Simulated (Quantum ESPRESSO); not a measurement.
## TiGeAlO5F (finding a planted mistake in a log)

Simulated, not a measurement. The program is pw.x of Quantum ESPRESSO 7.5 (plane-wave density functional theory). The cell is made up: 9 atoms on a corundum lattice with one site empty, with randomly drawn elements, strain and displacements, not relaxed. PseudoDojo standard norm-conserving files (v0.5 for PBE, v0.4.1 for LDA and PBEsol) set the functional; there is no spin polarisation, spin-orbit coupling or dispersion term, and the masses in the input are unused placeholders.

Intended input:

```
&control calculation='scf', pseudo_dir='./dojo.nc.sr.pbe.v0_5.standard.upf', outdir='./o', disk_io='low', tprnfor=.true., tstress=.true. /
&system ibrav=0, nat=9, ntyp=5, nbnd=39, ecutwfc=84.00895049, nosym=.true., tot_charge=0,
 occupations='smearing', smearing='fd', degauss=0.0018374661
/
&electrons conv_thr=7.350e-09, electron_maxstep=60, /
ATOMIC_SPECIES
Al 1.0 Al.upf
F 1.0 F.upf
Ge 1.0 Ge.upf
O 1.0 O.upf
Ti 1.0 Ti.upf
CELL_PARAMETERS angstrom
2.4214 1.398 4.4032
-2.4214 1.398 4.4032
0.0 -2.796 4.4032
ATOMIC_POSITIONS angstrom
Ti 0.042 -0.0468 1.8928
Ge -0.0219 -0.0885 8.611
Al 0.0579 -0.0017 11.2337
O -0.8773 1.2209 7.7711
F -0.729 -1.5367 7.6597
O 1.7352 0.0008 7.5648
O 0.7765 -1.3286 5.5164
O 0.8005 1.4802 5.4694
O -1.6211 -0.1642 5.5032
K_POINTS automatic
6 6 6 1 1 1
```

The log is shortened where brackets say so; the opening notice, blank lines, dates and the lines on written files are dropped, and the path of the files is cut. It prints rydbergs, bohrs and kilobars, and counts compression as positive stress. Where no state is partly filled, the Fermi energy that it prints is only some level between the filled and the empty states on the mesh, and need not lie in the true gap.

Log of the intended run:

```
     Program PWSCF v.7.5
     Parallel version (MPI & OpenMP), running on       4 processor cores
     Number of MPI processes:                 4
     Threads/MPI process:                     1
     [start-up lines left out]
     bravais-lattice index     =            0
     lattice parameter (alat)  =       9.8566  a.u.
     unit-cell volume          =     603.5176 (a.u.)^3
     number of atoms/cell      =            9
     number of atomic types    =            5
     number of electrons       =        66.00
     number of Kohn-Sham states=           39
     kinetic-energy cutoff     =      84.0090  Ry
     charge density cutoff     =     336.0358  Ry
     scf convergence threshold =      7.3E-09
     mixing beta               =       0.7000
     number of iterations used =            8  plain     mixing
     Exchange-correlation= PBE
                           (   1   4   3   4   0   0   0)
     [axes and pseudopotential details left out]
   Cartesian axes
     site n.     atom                  positions (alat units)
         1        Ti     tau(   1) = (   0.0080523  -0.0089725   0.3628895  )
         2        Ge     tau(   2) = (  -0.0041987  -0.0169673   1.6509093  )
         3        Al     tau(   3) = (   0.0111006  -0.0003259   2.1537359  )
         4        O      tau(   4) = (  -0.1681968   0.2340721   1.4898829  )
         5        F      tau(   5) = (  -0.1397646  -0.2946176   1.4685252  )
         6        O      tau(   6) = (   0.3326742   0.0001534   1.4503308  )
         7        O      tau(   7) = (   0.1488713  -0.2547205   1.0576096  )
         8        O      tau(   8) = (   0.1534726   0.2837854   1.0485987  )
         9        O      tau(   9) = (  -0.3107989  -0.0314806   1.0550789  )
     number of k points=   108  Fermi-Dirac smearing, width (Ry)=  0.0018
     Number of k-points >= 100: set verbosity='high' to print them.
     Dense  grid:    62851 G-vectors     FFT dimensions: (  60,  60,  60)
     Estimated max dynamical RAM per process >     221.59 MB
     Estimated total dynamical RAM >     840.32 MB
     Initial potential from superposition of free atoms
     starting charge      65.9951, renormalised to      66.0000
     Starting wfcs are   47 randomized atomic wfcs
     total cpu time spent up to now is        4.8 secs
     per-process dynamical memory:   188.4 Mb
     Self-consistent Calculation
     iteration #  1     ecut=    84.01 Ry     beta= 0.70
     Davidson diagonalization with overlap
     ethr =  1.00E-02,  avg # of iterations =  2.0
     total cpu time spent up to now is       14.4 secs
     total energy              =    -515.82668568 Ry
     estimated scf accuracy    <       2.66191895 Ry
     iteration #  2     ecut=    84.01 Ry     beta= 0.70
     Davidson diagonalization with overlap
     ethr =  4.03E-03,  avg # of iterations =  3.1
     total cpu time spent up to now is       25.2 secs
     total energy              =    -512.43157962 Ry
     estimated scf accuracy    <      29.08290836 Ry
     [iterations 3 to 12 left out]
     iteration # 13     ecut=    84.01 Ry     beta= 0.70
     Davidson diagonalization with overlap
     ethr =  8.90E-10,  avg # of iterations =  2.0
     total cpu time spent up to now is      125.8 secs
     total energy              =    -517.15239740 Ry
     estimated scf accuracy    <       0.00000005 Ry
     iteration # 14     ecut=    84.01 Ry     beta= 0.70
     Davidson diagonalization with overlap
     ethr =  8.01E-11,  avg # of iterations =  2.0
     total cpu time spent up to now is      134.2 secs
     End of self-consistent calculation
     Number of k-points >= 100: set verbosity='high' to print the bands.
     the Fermi energy is     9.5749 ev
!    total energy              =    -517.15239740 Ry
     estimated scf accuracy    <          1.9E-09 Ry
     smearing contrib. (-TS)   =       0.00000000 Ry
     internal energy E=F+TS    =    -517.15239740 Ry
     The total energy is F=E-TS. E is the sum of the following terms:
     one-electron contribution =    -189.81577389 Ry
     hartree contribution      =     137.40349356 Ry
     xc contribution           =    -116.56399635 Ry
     ewald contribution        =    -348.17612072 Ry
     convergence has been achieved in  14 iterations
     Forces acting on atoms (cartesian axes, Ry/au):
     atom    1 type  5   force =     0.06158111   -0.08392987   -0.05447095
     atom    2 type  3   force =     0.09773301    0.10323513    0.05974756
     atom    3 type  1   force =    -0.06706716   -0.04581782   -0.03614060
     atom    4 type  4   force =     0.04293434    0.07808472   -0.08342208
     atom    5 type  2   force =    -0.03659853   -0.00313954    0.01958068
     atom    6 type  4   force =    -0.09160218   -0.01621957    0.06516958
     atom    7 type  4   force =     0.10071597   -0.08849229    0.01072336
     atom    8 type  4   force =    -0.05322954    0.06548198    0.00955254
     atom    9 type  4   force =    -0.05446701   -0.00920273    0.00925990
     Total force =     0.321650     Total SCF correction =     0.000101
     Computing stress (Cartesian axis) and pressure
          total   stress  (Ry/bohr**3)                   (kbar)     P=       45.50
   0.00008624   0.00017667   0.00025073           12.69       25.99       36.88
   0.00017667   0.00027303   0.00063375           25.99       40.16       93.23
   0.00025073   0.00063375   0.00056872           36.88       93.23       83.66
     init_run     :      4.51s CPU      4.72s WALL (       1 calls)
     electrons    :    128.80s CPU    129.44s WALL (       1 calls)
     forces       :      1.38s CPU      1.39s WALL (       1 calls)
     stress       :      4.54s CPU      4.54s WALL (       1 calls)
     [timing details left out]
     PWSCF        :   2m19.34s CPU   2m20.24s WALL
     JOB DONE.
```

A second run was made from an input with one planted mistake. Its log:

```
     Program PWSCF v.7.5
     Parallel version (MPI & OpenMP), running on       4 processor cores
     Number of MPI processes:                 4
     Threads/MPI process:                     1
     [start-up lines left out]
     bravais-lattice index     =            0
     lattice parameter (alat)  =       9.8566  a.u.
     unit-cell volume          =     603.5176 (a.u.)^3
     number of atoms/cell      =            9
     number of atomic types    =            5
     number of electrons       =        66.00
     number of Kohn-Sham states=           39
     kinetic-energy cutoff     =      84.0090  Ry
     charge density cutoff     =     336.0358  Ry
     scf convergence threshold =      7.3E-09
     mixing beta               =       0.7000
     number of iterations used =            8  plain     mixing
     Exchange-correlation= SLA  PW   NOGX NOGC
                           (   1   4   0   0   0   0   0)
     [axes and pseudopotential details left out]
   Cartesian axes
     site n.     atom                  positions (alat units)
         1        Ti     tau(   1) = (   0.0080523  -0.0089725   0.3628895  )
         2        Ge     tau(   2) = (  -0.0041987  -0.0169673   1.6509093  )
         3        Al     tau(   3) = (   0.0111006  -0.0003259   2.1537359  )
         4        O      tau(   4) = (  -0.1681968   0.2340721   1.4898829  )
         5        F      tau(   5) = (  -0.1397646  -0.2946176   1.4685252  )
         6        O      tau(   6) = (   0.3326742   0.0001534   1.4503308  )
         7        O      tau(   7) = (   0.1488713  -0.2547205   1.0576096  )
         8        O      tau(   8) = (   0.1534726   0.2837854   1.0485987  )
         9        O      tau(   9) = (  -0.3107989  -0.0314806   1.0550789  )
     number of k points=   108  Fermi-Dirac smearing, width (Ry)=  0.0018
     Number of k-points >= 100: set verbosity='high' to print them.
     Dense  grid:    62851 G-vectors     FFT dimensions: (  60,  60,  60)
     Estimated max dynamical RAM per process >     221.59 MB
     Estimated total dynamical RAM >     840.32 MB
     Initial potential from superposition of free atoms
     starting charge      65.9958, renormalised to      66.0000
     Starting wfcs are   47 randomized atomic wfcs
     total cpu time spent up to now is        5.0 secs
     per-process dynamical memory:   188.4 Mb
     Self-consistent Calculation
     iteration #  1     ecut=    84.01 Ry     beta= 0.70
     Davidson diagonalization with overlap
     ethr =  1.00E-02,  avg # of iterations =  2.0
     total cpu time spent up to now is       14.7 secs
     total energy              =    -515.39129950 Ry
     estimated scf accuracy    <       2.54003157 Ry
     iteration #  2     ecut=    84.01 Ry     beta= 0.70
     Davidson diagonalization with overlap
     ethr =  3.85E-03,  avg # of iterations =  3.1
     total cpu time spent up to now is       25.6 secs
     total energy              =    -512.15046432 Ry
     estimated scf accuracy    <      28.18517381 Ry
     [iterations 3 to 12 left out]
     iteration # 13     ecut=    84.01 Ry     beta= 0.70
     Davidson diagonalization with overlap
     ethr =  7.83E-10,  avg # of iterations =  2.0
     total cpu time spent up to now is      128.6 secs
     total energy              =    -516.68374503 Ry
     estimated scf accuracy    <       0.00000007 Ry
     iteration # 14     ecut=    84.01 Ry     beta= 0.70
     Davidson diagonalization with overlap
     ethr =  1.04E-10,  avg # of iterations =  1.9
     total cpu time spent up to now is      136.4 secs
     End of self-consistent calculation
     Number of k-points >= 100: set verbosity='high' to print the bands.
     the Fermi energy is     9.2153 ev
!    total energy              =    -516.68374504 Ry
     estimated scf accuracy    <          1.2E-09 Ry
     smearing contrib. (-TS)   =       0.00000000 Ry
     internal energy E=F+TS    =    -516.68374504 Ry
     The total energy is F=E-TS. E is the sum of the following terms:
     one-electron contribution =    -190.40635466 Ry
     hartree contribution      =     136.59310169 Ry
     xc contribution           =    -114.69437135 Ry
     ewald contribution        =    -348.17612072 Ry
     convergence has been achieved in  14 iterations
     Forces acting on atoms (cartesian axes, Ry/au):
     atom    1 type  5   force =     0.05751416   -0.08251894   -0.05034212
     atom    2 type  3   force =     0.09284658    0.10377407    0.05724596
     atom    3 type  1   force =    -0.06394209   -0.03824609   -0.03362887
     atom    4 type  4   force =     0.04469794    0.06706375   -0.08239630
     atom    5 type  2   force =    -0.03346719    0.00070217    0.01336778
     atom    6 type  4   force =    -0.08755115   -0.01783734    0.05467903
     atom    7 type  4   force =     0.10305509   -0.09881528    0.01429797
     atom    8 type  4   force =    -0.04556436    0.07628994    0.01213867
     atom    9 type  4   force =    -0.06758898   -0.01041227    0.01463788
     Total force =     0.317933     Total SCF correction =     0.000093
     Computing stress (Cartesian axis) and pressure
          total   stress  (Ry/bohr**3)                   (kbar)     P=      -80.81
  -0.00076146   0.00021507   0.00022396         -112.02       31.64       32.95
   0.00021507  -0.00063258   0.00062368           31.64      -93.06       91.75
   0.00022396   0.00062368  -0.00025394           32.95       91.75      -37.36
     init_run     :      4.63s CPU      4.82s WALL (       1 calls)
     electrons    :    130.61s CPU    131.41s WALL (       1 calls)
     forces       :      1.28s CPU      1.28s WALL (       1 calls)
     stress       :      4.42s CPU      4.42s WALL (       1 calls)
     [timing details left out]
     PWSCF        :   2m21.14s CPU   2m22.17s WALL
     JOB DONE.
```

Question: what was wrong in the second input?

Answer: the files are those of another functional. The input lines that differ, file-writing options aside:

```
- &control calculation='scf', pseudo_dir='./dojo.nc.sr.pbe.v0_5.standard.upf', outdir='./o', disk_io='low', tprnfor=.true., tstress=.true. /
+ &control calculation='scf', pseudo_dir='./dojo.nc.sr.lda.v0_4_1.standard.upf', outdir='./o', disk_io='low', tprnfor=.true., tstress=.true. /
```

```
                                            intended run  run with the mistake
                          free energy (eV)     -7036.217             -7029.840
                    smearing term -TS (eV)        0.0000                0.0000
                            pressure (GPa)          4.55                 -8.08
            largest force component (eV/Å)         2.654                 2.668
largest change of a force component (eV/Å)                               0.337
                                iterations            14                    14
```

For scale, a rerun of the intended cell at 1437 eV and a 8 x 8 x 8 mesh moved values by no more than 0.003 eV in energy, 0.04 GPa in stress and 0.002 eV/Å in force. Files of another functional have another zero of energy, so the energy change says nothing on stability.